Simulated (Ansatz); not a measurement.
Relaxed-ion elastic tensor of BaTiO3 in space group R3m (No. 160; Ba on 3a, Ti on 3a, O on 9b) in GPa (Voigt order), LDA (plane waves, PAW; program Ansatz); density 6.31 g/cm³, 12.28 Å³ per atom.

```
  299   95.2   59.2  -43.0    0.0    0.0
 95.2    299   59.2   43.0    0.0    0.0
 59.2   59.2    292    0.0    0.0    0.0
-43.0   43.0    0.0   53.5    0.0    0.0
  0.0    0.0    0.0    0.0   53.5  -43.0
  0.0    0.0    0.0    0.0  -43.0    102
```

Problem. Is the crystal mechanically stable?

Solution. Yes: the smallest eigenvalue of C is 28.4 GPa.

Problem. Work out the Voigt, Reuss and Hill averages.

Solution. K_V = 146, K_R = 146, K_H = 146; G_V = 86.9, G_R = 53.0, G_H = 69.9 GPa.

Problem. Give Young's modulus, Poisson's ratio, Pugh's ratio and the universal anisotropy index.

Solution. E = 9KG/(3K + G) = 181 GPa; ν = 0.29; K/G = 2.09 (ductile by the Pugh limit of 1.75); A_U = 5G_V/G_R + K_V/K_R − 6 = 3.20.

Problem. Estimate the sound speeds and the Debye temperature.

Solution. v_l = √((K + 4G/3)/ρ) = 6160 m/s, v_t = √(G/ρ) = 3330 m/s, mean 3720 m/s; Θ = (h/k)(3n/4πV)^(1/3) v_m = 480 K.

Problem. How much does each axis shrink under pressure?

Solution. Linear compressibilities β_i = Σ_j S_ij (j = 1 to 3): x 2.2, y 2.2, z 2.6 per TPa.

This is a known low-temperature phase of the composition, computed here at zero pressure and temperature. The cell was relaxed with LDA under the symmetry of its start; its stability against distortions is not shown here. No spin polarisation was allowed. Spin–orbit coupling is left out wherever it is not named.

Potentials: the earlier of the program's two PAW sets. The files were generated under PBE; for other functionals the program regenerates the frozen cores, and for LDA and PBEsol the local potential too.
